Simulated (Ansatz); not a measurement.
Input and command of a plane-wave DFT calculation in Ansatz:

```yaml
crystal:
  lattice:
    - [3.0211821391, 0.0, 0.0]
    - [-1.5105910696, 2.6164204819, 0.0]
    - [0.0, 0.0, 3.1719168084]
  atoms:
    - { symbol: Ga, position: [0.0, 0.0, 0.0] }
    - { symbol: H, position: [0.3333333333, 0.6666666667, 0.5] }
    - { symbol: H, position: [0.6666666667, 0.3333333333, 0.5] }
basis:
  ecutwfc: 420
kpoints:
  mp_grid: { grid: [18, 18, 14] }
hamiltonian:
  xc: pbe
scf:
  occupations: { method: gaussian, width: 0.1 }
output:
  forces: true
  stress: true
  eigenvalues: true
relax:
  adjacent_minimum: "off"
  f_tol: 0.01
  max_steps: 80
  cell: { stress_tol: 0.05 }
```

```bash
ansatz run input.yaml --threads 1 --pin off --max-ram 2560MiB --backend cpu --events-out ev --progress --plain --runs-dir out
```

Processor: Arm Neoverse V1, 1 thread, on a host shared with other jobs.

Task: Estimate time, memory and problem size.

Result: About 14 s on 1 thread of Arm Neoverse V1, on a shared host, peak memory 0.38 GiB. It solves 12 bands at 296 k points (the mesh reduced by the symmetry that the task leaves, which can be less than the crystal's) with about 479 plane waves (on the last cell), in 10 SCF iterations over 2 ionic steps.
